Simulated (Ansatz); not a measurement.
**Sensitivity of the gradients in SnO2 with Mn replacing Sn to the input**

Cell: a supercell of SnO2 (rutile type, P4_2/mnm) built from a measured structure from the Crystallography Open Database (COD), with the ions relaxed around the defect (PBE).

```
CELL_PARAMETERS angstrom
-4.73800 4.73800 3.18650
4.73800 -4.73800 3.18650
4.73800 4.73800 -3.18650
ATOMIC_POSITIONS crystal
Mn 0.00081 0.00081 0.00000
Sn 0.50081 0.50081 0.00000
Sn 0.50078 0.00078 0.50000
Sn 0.00078 0.50078 0.50000
Sn 0.50078 0.50078 0.50000
Sn 0.00078 0.00078 0.50000
Sn 0.00078 0.50078 0.00000
Sn 0.50078 0.00078 0.00000
O 0.15391 0.15391 0.30626
O 0.65270 0.65270 0.30384
O 0.64923 0.15685 0.80451
O 0.15685 0.64923 0.80451
O 0.65415 0.34741 0.50000
O 0.15415 0.84742 0.50000
O 0.14538 0.33672 0.00000
O 0.66485 0.85620 0.00000
O 0.34886 0.34886 0.69616
O 0.84765 0.84765 0.69374
O 0.84471 0.35234 0.19549
O 0.35234 0.84471 0.19549
O 0.34741 0.65415 0.50000
O 0.84742 0.15415 0.50000
O 0.85620 0.66485 0.00000
O 0.33672 0.14538 0.00000
```

Sites (sets of like atoms) are named by element and the number of their first atom in this list.

Reference run. Computed with Ansatz: DFT, PBE, plane waves and PAW, scalar-relativistic, collinear spin, 420 eV cutoff, Γ-centred 4×4×4 k-points, Fermi–Dirac smearing 0.01 eV, cell charge -1. Start moments as typed (μB): 4 on each Mn, none on the rest.

**Question.** The input is changed as follows: `hamiltonian.xc`: pbe → lda. What happens to V_zz (10²¹ V/m²) and η?

**Answer.** 

| site | atom | V_zz reference | η reference | V_zz changed | η changed |
| --- | --- | --- | --- | --- | --- |
| Mn | 1 | -4.86 | 0.68 | -4.18 | 0.71 |
| Sn2 | 2 | 7.19 | 0.03 | 6.98 | 0.06 |
| Sn3 | 3 | 6.19 | 0.57 | 6.10 | 0.54 |
| Sn5 | 5 | -8.07 | 0.48 | -7.74 | 0.51 |
| Sn7 | 7 | 6.29 | 0.02 | 6.15 | 0.03 |
| O9 | 9 | -10.15 | 0.19 | -10.13 | 0.18 |
| O10 | 10 | -10.04 | 0.18 | -10.05 | 0.18 |
| O11 | 11 | -10.63 | 0.15 | -10.60 | 0.14 |
| O13 | 13 | -10.37 | 0.05 | -10.34 | 0.05 |
| O15 | 15 | -10.38 | 0.22 | -10.19 | 0.22 |

The largest change of V_zz is on Mn, from -4.86 to -4.18. In per cent, |V_zz| changes by -14 on Mn, -4 to -2 on Sn, -2 to 0 on O (all sites that start above 2). Its pressure is -5 GPa, against 7 GPa in the reference run.

On the reference run: The defect repeats with the cell of 24 atoms, so it feels its images: sites between two images don't show the values beside a lone defect, and zeros or small values of η there can come from the images' arrangement. O and Sn carry a gradient in the pure host already, so the values there aren't the defect's effect alone. The centre was started off its lattice site, so that it could distort. A uniform background compensates the cell's charge. The defect cell has no gap above 0.1 eV on its mesh, so the values can hang on the smearing and the k-mesh. Without spin–orbit coupling (the program notes it for Sn) the gradients can shift somewhat, as the gap is small. The cell keeps the host's lattice, where the PBE pressure is 7 GPa (in a charged cell this depends on the convention for the mean potential).
